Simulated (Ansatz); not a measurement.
Relaxing a structure of CdSe

The start is a relaxed CdSe cell shaken by Gaussian noise of σ = 0.08 Å a coordinate. The structure is fully relaxed (lattice and positions, P = 0) with PBE (plane waves to 420 eV, PAW, scalar-relativistic; Ansatz, a program for electronic structure). The first steps use a coarse 6×6×2 k-mesh.

Starting cell:
```
CdSe
1.0
    4.38274     0.00000     0.00000
   -2.19137     3.79556     0.00000
    0.00000     0.00000    14.30769
Cd Se
4 4
Direct
  0.99419   0.01008   0.99672
  0.03669   0.01811   0.51061
  0.66830   0.36190   0.74920
  0.33401   0.66340   0.25380
  0.00826   0.99782   0.81722
  0.00890   0.96243   0.31435
  0.66670   0.32818   0.56583
  0.33898   0.63840   0.05742
```

Question: How much energy is released per atom?

Answer: 0.05 eV/atom.

Question: Does it find its way back to the structure it was made from?

Answer: The parent structure is recovered, P6₃mc (No. 186).

Question: How do the shortest distances between atoms change?

Answer: The closest pairs of elements (up to four, under 3.6 Å), start → end: Cd–Se 2.52 → 2.68 Å.

Question: Is the relaxed structure metallic? Give its gap.

Answer: 0.52 eV (no spin-orbit coupling).

The end point of the relaxation:

```cif
data_Cd4Se4
_chemical_formula_sum 'Cd4 Se4'
_space_group_name_H-M_alt 'P63mc'
_space_group_IT_number 186
_space_group_name_Hall 'P 6c -2c'
_cell_length_a 4.38187
_cell_length_b 4.38187
_cell_length_c 14.30973
_cell_angle_alpha 90.000
_cell_angle_beta 90.000
_cell_angle_gamma 120.000
loop_
_atom_site_label
_atom_site_type_symbol
_atom_site_symmetry_multiplicity
_atom_site_Wyckoff_symbol
_atom_site_fract_x
_atom_site_fract_y
_atom_site_fract_z
_atom_site_occupancy
Cd1 Cd 2 a 0.00000 0.00000 0.49796 1
Cd2 Cd 2 b 0.66667 0.33333 0.24807 1
Se1 Se 2 a 0.00000 0.00000 0.18556 1
Se2 Se 2 b 0.66667 0.33333 0.43584 1
```

Final values are on a 9×9×3 k-mesh of the relaxed cell. No spin polarisation in the result.

The first start was generated by placing the elements on the sites of a structure type. A measured structure of CdSe has the same space group, P6₃mc (No. 186); the sites were not compared with it.
